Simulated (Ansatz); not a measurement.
Level of theory: Ansatz, DFT PBE, scalar-relativistic, plane waves, PAW. All cells share a 420 eV cutoff and Γ-centred k meshes spaced at most about 0.3 Å⁻¹ (about 0.25 or finer for metals, 2π included). Collinear spin in cells that started with moments and kept them past the coarse steps, no spin elsewhere.

Temperature and zero-point effects are left out. All come from trial cells, and lower structures may exist.

Question: Order these relaxed structures of Al₅Rh by energy, lowest first, with the energy over the lowest of them.
A.

```xyz
6
Lattice="5.2102 0.0000 0.0000 -2.6051 4.5122 0.0000 0.0000 0.0000 7.4036" Properties=species:S:1:pos:R:3 pbc="T T T"
Al    0.0000    0.0000    1.3484
Al    0.0000    0.0000    6.0552
Al    2.6051    0.0000    0.0000
Al   -1.3026    2.2561    0.0000
Al    1.3026    2.2561    0.0000
Rh    0.0000    0.0000    3.7018
```

B.

```xyz
6
Lattice="4.9723 0.0000 0.0000 0.0000 4.9723 0.0000 0.0000 0.0000 7.5813" Properties=species:S:1:pos:R:3 pbc="T T T"
Al    0.0000    2.4861    0.0000
Al    2.4861    0.0000    0.0000
Al    0.0000    0.0000    0.0000
Al    0.0000    0.0000    2.4772
Al    0.0000    0.0000    5.1041
Rh    2.4861    2.4861    0.0000
```

C.

```xyz
6
Lattice="0.0000 3.6291 3.6291 3.6291 0.0000 3.6291 3.6291 3.6291 0.0000" Properties=species:S:1:pos:R:3 pbc="T T T"
Al    1.8146    1.8146    1.8146
Al    4.5352    4.5352    4.5352
Al    4.5352    2.7230    2.7230
Al    2.7230    4.5352    2.7230
Al    2.7230    2.7230    4.5352
Rh    0.0000    0.0000    0.0000
```

D.

```xyz
6
Lattice="5.0034 0.0000 0.0000 -2.5017 4.3331 0.0000 0.0000 0.0000 4.6885" Properties=species:S:1:pos:R:3 pbc="T T T"
Al    0.0000    2.8887    0.0000
Al    2.5017    1.4444    0.0000
Al    2.5017    0.0000    2.3443
Al    1.2508    2.1665    2.3443
Al   -1.2508    2.1665    2.3443
Rh    0.0000    0.0000    0.0000
```

Answer: C (0 meV/atom), D (167 meV/atom), B (808 meV/atom), A (839 meV/atom). Forms: C F-43m, no spin; D CaCu5 type, P6/mmm, no spin; B P4/mmm, no spin; A P6/mmm, moments up to 0.8 μB. Counting all near atoms (those within 1.25 times the shortest distance at each site; a plus sign parts nearer from farther groups; a slash parts the counts of unlike sites): C has Al 6+6/16, Rh 16; D has Al 4+4/12, Rh 6+12; B has Al 2/4/6, Rh 4; A has Al 1+7/4+4, Rh 2. Even the lowest lies +0.04 eV/atom against the elements.

A magnetic state wasn't ruled out in cells without spin, among them F-43m. The magnetic state reached may not be the lowest. Cells relaxed within their symmetry can be saddle points. Some structure types and database cells were kept out of the candidates from the start, so a known form may be missing.
